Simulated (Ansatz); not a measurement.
Ga:
Space group Cmcm (No. 63); a = 7.6542 Å, b = 4.5697 Å, c = 4.5447 Å, α = 90.00°, β = 90.00°, γ = 90.00°

| atom | site | symmetry | x | y | z |
|---|---|---|---|---|---|
| Ga | 8g | ..m | 0.1621 | 0.1725 | 0.2500 |
(The calculation used a cell of 4 atoms; values per cell refer to that cell.)

This is the PBEsol-relaxed structure.

Question: All from plane-wave PAW PBEsol (Ansatz code), unless another level is named. Give the density of states at the Fermi level.

Answer: 0.16 states/eV per atom (mean over ±0.08 eV).

Question: What about the gap with spin–orbit coupling?

Answer: none (metallic).

The first step of the workflow began from a Materials Project structure, measured or hypothetical; the Crystallography Open Database files this formula in space group No. 63, but the cells were not matched. It is not the phase usual at ambient conditions (space group No. 64). The PBEsol relaxation kept the symmetry of its start; of distortions, only those at the zone centre were tested. Axis ratios of metals converge slowly with the k-mesh, so a and c are less sure than the volume. Scalar-relativistic: spin–orbit coupling is off unless named, which matters more the heavier the elements.

Potentials: the earlier of the program's two PAW sets.
